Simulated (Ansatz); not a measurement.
## Cold compression of YAu

```xyz
2
Lattice="3.5590 0.0000 0.0000 0.0000 3.5590 0.0000 0.0000 0.0000 3.5590" Properties=species:S:1:pos:R:3 pbc="T T T"
Y     1.7795    1.7795    1.7795
Au    0.0000    0.0000    0.0000
```

The base volume is that of a database entry, with shape and atoms relaxed on PAW files at held volume, so it needn't be at zero pressure; the structure needn't be the stable phase, at rest or compressed.

Its volume is scaled, and at each volume shape and atoms are relaxed on PAW files; all methods then take that cell.

Computed with Ansatz 0.2.0; functional PBEsol, scalar-relativistic. Settings: a Γ-centred 10×10×10 k mesh, Fermi–Dirac smearing of 0.05 eV, no spin polarisation. Methods: LAPW: all electrons, basis error target 1 meV/atom; PAW: frozen-core files, cutoff 420 eV; crystal datasets: all electrons, by PAW datasets that the program makes for each cell.

Energies are extrapolated to zero smearing and count from the unscaled cell; pressure is positive in compression; gaps take the mesh and a band path. No temperature or zero-point motion is included.

Spin–orbit coupling is left out, which matters for the heavy atoms. The PAW files were made under PBE.

| V/V0 | V (Å³/atom) | P LAPW (GPa) | ΔE LAPW (eV/atom) | P PAW − LAPW (GPa) | ΔE PAW − LAPW (meV/atom) | space group | shortest distance (Å) |
| --- | --- | --- | --- | --- | --- | --- | --- |
| 1.00 | 22.54 | ? | 0.000 | 0.01 | 0.0 | Pm-3m | 3.082 |
| 0.55 | 12.40 | 197.2 | 3.686 | 0.03 | 1.0 | Pm-3m | 2.525 |
| 0.45 | 10.14 | 403.2 | 7.723 | -0.04 | 0.8 | Pm-3m | 2.362 |
| 0.40 | 9.02 | 595.5 | 11.191 | -0.13 | 0.3 | Pm-3m | 2.271 |

Question: What belongs in the row "1.00", column "P LAPW (GPa)"?

Answer: -0.54.

Question: At the smallest volume, how far do crystal datasets lie from LAPW in pressure?

Answer: crystal datasets: -0.01 GPa, on a LAPW pressure of 595.5 GPa.

Question: How do the Löwdin populations by LAPW change from the unscaled cell to the last row?

Answer: Y 4s 1.97 → 1.84, Y 5s 0.89 → 0.48, Y 4p 5.99 → 5.80, Y 4d 2.27 → 4.06, Au 5s 1.97 → 1.87, Au 6s 1.13 → 0.69, Au 5p 5.99 → 5.95, Au 5d 9.57 → 9.20 electrons an atom. These are projections on the shells that the free atoms fill; 0.23 e a cell lies outside them at the start and 0.14 e at the end.
